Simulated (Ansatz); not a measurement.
CuI (zinc blende), conventional cell a = 5.9390 Å, b = 5.9390 Å, c = 5.9390 Å, α = 90.00°, β = 90.00°, γ = 90.00°. The calculation uses the primitive cell of 2 atoms, to which meshes and values per cell refer.

The relaxed cell is deformed in two ways at once: its volume V is scaled, and at that volume it is stretched along z (the c axis of the conventional cell) so that c/a changes. Fractional atomic positions are held.

Calculation: PBEsol (plane waves to 420 eV, PAW, scalar-relativistic; Ansatz, a program for electronic structure). k mesh 10×10×10 (Γ-centred), Fermi-Dirac smearing 0.05 eV. Stress and pressure are positive under compression. CuI is run without spin polarisation. CuI was relaxed with its symmetry unable to fall. Spin-orbit coupling is left out, though I is heavy. The PAW data are Ansatz's earlier set. 

| σzz − σxx (GPa) | V/V₀ = 0.920 | V/V₀ = 0.947 | V/V₀ = 0.973 | V/V₀ = 1.000 | V/V₀ = 1.027 | V/V₀ = 1.053 | V/V₀ = 1.080 |
|---|---|---|---|---|---|---|---|
| (c/a)/(c/a)₀ = 0.880 | 1.56 | 1.75 | 1.90 | 2.02 | 2.11 | 2.18 | 2.23 |
| (c/a)/(c/a)₀ = 0.920 | (withheld) | 1.25 | 1.35 | 1.42 | 1.47 | 1.51 | 1.54 |
| (c/a)/(c/a)₀ = 0.960 | 0.62 | 0.67 | 0.71 | 0.74 | 0.77 | 0.78 | (withheld) |
| (c/a)/(c/a)₀ = 1.000 | 0.00 | 0.00 | 0.00 | 0.00 | 0.00 | 0.00 | 0.00 |
| (c/a)/(c/a)₀ = 1.040 | -0.72 | -0.76 | (withheld) | (withheld) | -0.83 | -0.84 | -0.84 |
| (c/a)/(c/a)₀ = 1.080 | -1.53 | -1.60 | -1.65 | -1.69 | -1.71 | -1.73 | -1.73 |
| (c/a)/(c/a)₀ = 1.120 | (withheld) | -2.52 | -2.58 | -2.63 | -2.65 | -2.66 | -2.66 |

**Question.** Complete the blanks.

**Answer.** 
- (c/a)/(c/a)₀ = 0.920, V/V₀ = 0.920: 1.14
- (c/a)/(c/a)₀ = 0.960, V/V₀ = 1.080: 0.80
- (c/a)/(c/a)₀ = 1.040, V/V₀ = 0.973: -0.79
- (c/a)/(c/a)₀ = 1.040, V/V₀ = 1.000: -0.81
- (c/a)/(c/a)₀ = 1.120, V/V₀ = 0.920: -2.43

(A scan under strain: stresses follow from slopes of the energy per volume, elastic moduli from its curvatures.)
